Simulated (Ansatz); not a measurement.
# Zone-centre phonons of Ni3Ge at 2 GPa: input and output

Method: Ansatz 0.2.0, DFT LDA, scalar-relativistic, plane waves, PAW.

Launched with:
```bash
ansatz run input.yaml --threads 2 --pin off --max-ram 6144MiB --backend cpu --events-out ev --progress --plain --runs-dir out
```

Input (bare energies are in eV):
```yaml
crystal:
  lattice:
    - [3.4808424712, 0.0, 0.0]
    - [0.0, 3.4808424712, 0.0]
    - [0.0, 0.0, 3.4808424712]
  atoms:
    - { symbol: Ni, position: [0.5, 0.0, 0.5] }
    - { symbol: Ni, position: [0.0, 0.5, 0.5] }
    - { symbol: Ni, position: [0.5, 0.5, 0.0] }
    - { symbol: Ge, position: [0.0, 0.0, 0.0] }
basis:
  ecutwfc: 420
kpoints:
  mp_grid: { grid: [12, 12, 12] }
hamiltonian:
  xc: lda
scf:
  occupations: { method: fermi_dirac, width: 0.15 }
output:
  eigenvalues: true
phonons:
  method: dfpt
  eigenvectors: true
```

Results section of the output:
```
--- Phonons (Γ-DFPT): 3 representative perturbations + reference, on 343 of 1728 k-points (Σ response iterations 11) ---
  k mesh reduced under 8 symmetry operations, with k and −k counted as one. Each operation leaves every solved displacement unchanged or reverses it
  ASR residual: 8.630e-4 → 0.000e0 eV/Å²; symmetrization residual: 2.894e-6 eV/Å²
  ASR residual per site (eV/Å²): 8.63e-4 8.63e-4 8.63e-4 7.88e-6
  Γ frequencies (cm⁻¹): 0.00 0.00 0.00 178.77 178.77 178.77 203.01 203.01 203.01 311.12 311.12 311.12
  non-analytic LO–TO correction: not included (Born effective charges unavailable; polar crystals: no LO–TO splitting at Γ)
```

Time: 2.1 min on 2 threads of Arm Neoverse V2, with other jobs on the host, peak memory 2.1 GiB.

In a metal, frequencies and elastic constants depend on the k mesh and the smearing, soft modes and shear constants most. Spin polarisation was left out, and a magnetic state may lie lower.